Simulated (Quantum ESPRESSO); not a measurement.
**Solid-state NMR card for ZnS (changed cell)**

```
ZnS
1.0
    3.80580     0.00000     0.00000
   -1.90290     3.29592     0.00000
    0.00000     0.00000     6.23798
Zn S
2 2
Cartesian
  0.00000   2.19728   0.00087
  1.90290   1.09864   3.11986
  0.00000   2.19728   2.29837
  1.90290   1.09864   5.41736
```
The cell was made here from a computed Materials Project entry: S3 and its equivalents moved by 0.04 Å along (0.00, 0.00, -1.00), space group kept. The parent is ZnS in P6₃mc. Stability against distortions was not tested.

These are absolute shieldings with no macroscopic susceptibility term; δ = σ_ref − σ needs a reference computed alike. In our sweeps, cutoffs and meshes of this size left a few ppm, and up to some 20 ppm on atoms from Zn on. No d partial waves on S: the paramagnetic term there is incompletely reconstructed. Static lattice: thermal averaging is not included.

Ω = σ33 − σ11 of the symmetric part; where symmetry doesn't make it nil, it is less certain than σ_iso.

Q: What do the calculations give at each independent site (shieldings by PBE GIPAW (a modified build of Quantum ESPRESSO, JTH PAW datasets), 20 Ha, k-mesh 8×8×4 shifted, f-sum rule met within 0.005 %)?

A: 
```csv
site,site symmetry,σ_iso (ppm),span Ω (ppm)
"Zn (atoms 1, 2)",3m,1221,47
"S (atoms 3, 4)",3m,645,9
```
